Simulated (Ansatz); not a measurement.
ZrO₂:
```xyz
24
Lattice="5.0986 0.0000 0.0000 0.0000 10.0903 0.0000 0.0000 0.0000 5.2700" Properties=species:S:1:pos:R:3 pbc="T T T"
Zr     3.8389     3.8792     5.0900
Zr     1.2597     6.2111     0.1800
Zr     3.8090     6.2111     2.4550
Zr     1.2896     3.8792     2.8150
Zr     1.2896     1.1660     0.1800
Zr     3.8090     8.9243     5.0900
Zr     1.2597     8.9243     2.8150
Zr     3.8389     1.1660     2.4550
O      3.2020     2.9229     3.2971
O      1.8966     7.1674     1.9729
O      4.4459     7.1674     0.6621
O      0.6527     2.9229     4.6078
O      0.6527     2.1223     1.9729
O      4.4459     7.9680     3.2971
O      1.8966     7.9680     4.6078
O      3.2020     2.1223     0.6621
O      5.0879     4.8211     1.3766
O      0.0107     5.2691     3.8933
O      2.5600     5.2691     4.0116
O      2.5386     4.8211     1.2584
O      2.5386     0.2240     3.8933
O      2.5600     9.8662     1.3766
O      0.0107     9.8662     1.2584
O      5.0879     0.2240     4.0116
```

r²SCAN (plane waves, PAW; program Ansatz) gives a gap of 4.28 eV without spin–orbit coupling, maximum on the Γ–Z line, 18 % of the way from Γ, minimum off the standard path, at k = (0.385, 0.000, -0.135) in fractions of the reciprocal vectors.

### Question
What happens when spin–orbit coupling is switched on?

### Answer
The gap is nearly the same, to 4.28 eV; maximum on the Γ–Z line, 17 % of the way from Γ, minimum off the standard path, at k = (0.385, 0.000, -0.135) in fractions of the reciprocal vectors.

### Question
Give the electron effective mass with spin–orbit coupling.

### Answer
0.92, 1.1, 11 mₑ (principal values).

### Question
Give the hole effective mass with spin–orbit coupling.

### Answer
1.2, 3.0, 3.4 mₑ (principal values).

Space group Pbca. The workflow started from a Materials Project entry (that database holds measured and hypothetical structures alike); the Crystallography Open Database copy checked does not list it. It is not the phase usual at ambient conditions (space group No. 14). The cell was relaxed with r²SCAN under the symmetry of its start; whether a distortion lowers the energy is not shown. The run is not spin-polarised.

Potentials: the earlier of the program's two PAW sets. The files were generated under PBE; for other functionals the program regenerates the frozen cores, and for LDA and PBEsol the local potential too.
